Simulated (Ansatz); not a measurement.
This run works on a generated trial structure, not on a known crystal.

Input and command of a plane-wave DFT calculation in Ansatz:

```yaml
crystal:
  lattice:
    - [2.7711843915, -3.5578732258, 0.0]
    - [2.7711843915, 3.5578732258, 0.0]
    - [0.0, 0.0, 3.6107137348]
  atoms:
    - { symbol: Zr, position: [0.275507499, 0.724492501, 0.0] }
    - { symbol: Zr, position: [0.724492501, 0.275507499, 0.0] }
    - { symbol: Ge, position: [0.0, 0.0, 0.5] }
basis:
  ecutwfc: 420
kpoints:
  mp_grid: { grid: [10, 10, 14] }
hamiltonian:
  xc: pbe
scf:
  occupations: { method: gaussian, width: 0.1 }
output:
  forces: true
  stress: true
  eigenvalues: true
relax:
  adjacent_minimum: "off"
  f_tol: 0.01
  max_steps: 80
  cell: { stress_tol: 0.05 }
```

```bash
ansatz run input.yaml --threads 1 --pin off --max-ram 2560MiB --backend cpu --events-out ev --progress --plain --runs-dir out
```

Processor: Intel(R) Xeon(R) Platinum 8488C (Sapphire Rapids), 1 thread, on a host shared with other jobs.

Question: How long does it run, and how much memory does it take?

Answer: About 4.1 min, peak memory 0.65 GiB. It solves 23 bands at 248 k points (after reduction by symmetry) with about 1185 plane waves (on the last cell), in 93 SCF iterations over 15 ionic steps.
